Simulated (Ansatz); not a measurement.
Relaxed-ion elastic tensor of PbO2 (rutile, space group No. 136) in GPa (Voigt order), plane-wave PAW PBE (Ansatz code); density 8.93 g/cm³, 14.82 Å³ per atom.

```tsv
	1	2	3	4	5	6
1	119	93.2	98.5	0.0	0.0	0.0
2	93.2	119	98.5	0.0	0.0	0.0
3	98.5	98.5	236	0.0	0.0	0.0
4	0.0	0.0	0.0	39.3	0.0	0.0
5	0.0	0.0	0.0	0.0	39.3	0.0
6	0.0	0.0	0.0	0.0	0.0	122
```

Task: Is the crystal mechanically stable?

Result: Yes: the smallest eigenvalue of C is 25.9 GPa.

Task: Work out the Voigt, Reuss and Hill averages.

Result: K_V = 117, K_R = 106, K_H = 111; G_V = 52.4, G_R = 31.4, G_H = 41.9 GPa.

Task: Give Young's modulus, Poisson's ratio, Pugh's ratio and the universal anisotropy index.

Result: E = 9KG/(3K + G) = 112 GPa; ν = 0.33; K/G = 2.66 (ductile by the Pugh limit of 1.75); A_U = 5G_V/G_R + K_V/K_R − 6 = 3.45.

Task: Estimate the sound speeds and the Debye temperature.

Result: v_l = √((K + 4G/3)/ρ) = 4330 m/s, v_t = √(G/ρ) = 2170 m/s, mean 2430 m/s; Θ = (h/k)(3n/4πV)^(1/3) v_m = 294 K.

Task: Solve the Christoffel equation for the three sound speeds along x, y, z.

Result: Eigenvalues of C_ijkl n_j n_l equal ρv². In km/s, slowest first: x 2.10, 3.65, 3.70; y 2.10, 3.65, 3.70; z 2.10, 2.10, 5.14.

Task: How much does each axis shrink under pressure?

Result: Linear compressibilities β_i = Σ_j S_ij (j = 1 to 3): x 4.5, y 4.5, z 0.50 per TPa.

Space group P4_2/mnm (rutile). The PBE relaxation kept the symmetry of its start; of distortions, only those at the zone centre were tested. As this level gives no gap, shear constants depend on the k-mesh and smearing (Fermi–Dirac, 0.1 eV here). Spin–orbit coupling is left out wherever it is not named.

Potentials: the later of the program's two PAW sets.
